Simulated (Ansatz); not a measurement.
The relaxed structure here is a generated cell of CoSi: the first start was made by placing the elements on the sites of a structure type, and the end was not matched to a known phase here, so it may be hypothetical.

A relaxed structure of CoSi. These are r2SCAN (plane waves to 500 eV, PAW, scalar-relativistic; Ansatz, an electronic-structure program) values and carry that method's errors.

```xyz
2
Lattice="3.3479 0.0000 0.0000 -1.6739 2.8994 0.0000 0.0000 0.0000 2.5135" Properties=species:S:1:pos:R:3 pbc="T T T"
Co     0.0000     0.0000     0.0000
Si     0.0000     1.9329     1.2567
```

Task: Find the space group and the Wyckoff positions (tolerance 0.01 Å).

Result: Space group P-6m2 (No. 187); a = b = 3.3479 Å, c = 2.5135 Å, α = β = 90.00°, γ = 120.00°

| atom | site | symmetry | x | y | z |
|---|---|---|---|---|---|
| Co | 1a | -6m2 | 0.0000 | 0.0000 | 0.0000 |
| Si | 1d | -6m2 | 0.3333 | 0.6667 | 0.5000 |

Task: Give the shortest distances between elements (the closest pairs, up to four, under 3.6 Å).

Result: Co–Si 2.31 Å; Si–Si 2.51 Å; Co–Co 2.51 Å.

```yaml
volume_per_atom: 12.20 Å³
density: 5.92 g/cm³
band_gap: no gap (metallic)
magnetic_moment: zero (the starting moments vanished)
```

No spin polarisation in the result: the starting moments vanished. The relaxed primitive cell holds an odd number of electrons. A magnetic state may lie lower.

The run could not lose the symmetry of its start; a randomly shaken copy of 4 atoms returns to this structure.

All atoms sit on sites fixed by symmetry, so only the cell could relax.
